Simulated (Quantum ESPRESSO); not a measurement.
One change at a time to Cu2MoRuTi4

All numbers below are calculated, not measured. They come from Quantum ESPRESSO 7.5, a public plane-wave density functional program. Each row is one single-point run on a made-up periodic cell of eight metal atoms, with elements, volume, strain and displacements drawn at random and not relaxed, so a cell may be unstable or far from any real phase. There is no spin polarisation or spin-orbit coupling.

Settings: PBE unless stated; PseudoDojo standard norm-conserving files; Fermi-Dirac width 0.25 eV, which means electrons at about 2900 K; cutoff 1252 eV; 6 x 5 x 5 k mesh shifted half a step off Gamma. E is the free energy of the whole cell (internal energy minus TS), so a -TS column is already part of it. Stress is positive in tension, and the pressure P is minus a third of its trace.

Checks: one run of this series was repeated at a higher cutoff and on a denser mesh, which moved values by no more than 0.003 eV, 0.02 GPa and 0.003 eV/Å, and a second program with other atomic files agreed on it to 2 % rms in force and 0.5 GPa in pressure. Known limits: the copper pseudopotential is less sure than most, with forces differing by about three percent and pressure by about two GPa from a second method on plain copper; a spin test at this wide smearing found no moment, but such smearing suppresses magnetism that the real alloy may have.

The lattice is hexagonal close-packed, and the cell vectors in Å are (4.117, -2.432, 0.027); (-2.777, -0.006, -4.536); (2.763, 4.896, 0.016), a volume of 121.45 Å³ in run 1. The elements on sites 1 to 8 are Ti Cu Ti Ti Ru Mo Ti Cu. Each later run makes one change to run 1 and keeps the rest. E is counted from run 1, and is n/a where other atomic files have another zero of energy.

```
run                           change  V (Å³)  P (GPa)  -TS (eV)  rms force (eV/Å)  largest change of a force component (eV/Å)  E (eV)
  1                             none  121.45     1.53    -1.912             0.550                                       0.000   0.000
  2          sites 4 and 8 exchanged  121.45     0.73    -1.953             0.419                                       0.852  -0.134
  3    all lengths scaled by +1.35 %  126.43    -3.96    -1.997             0.482                                       0.152   0.040
  4              LDA in place of PBE  121.45    -9.46    -1.926             0.491                                       0.147     n/a
  5                     In on site 2  121.45    13.58    -1.870             0.577                                       1.040     n/a
  6  site 6 moved by +0.08 Å along x  121.45     1.89    -1.924             0.595                                       0.445       ?
```

## Worked estimate

Along the move dE = -F dx. The force on site 6 along x is -0.663 eV/Å in run 1 and -1.108 eV/Å in run 6, and the move is +0.08 Å, so the mean force times the move gives an estimate.

## Withheld value

Question: what E should run 6 give?

The estimate is 0.071 eV. The calculation gave 0.071 eV.
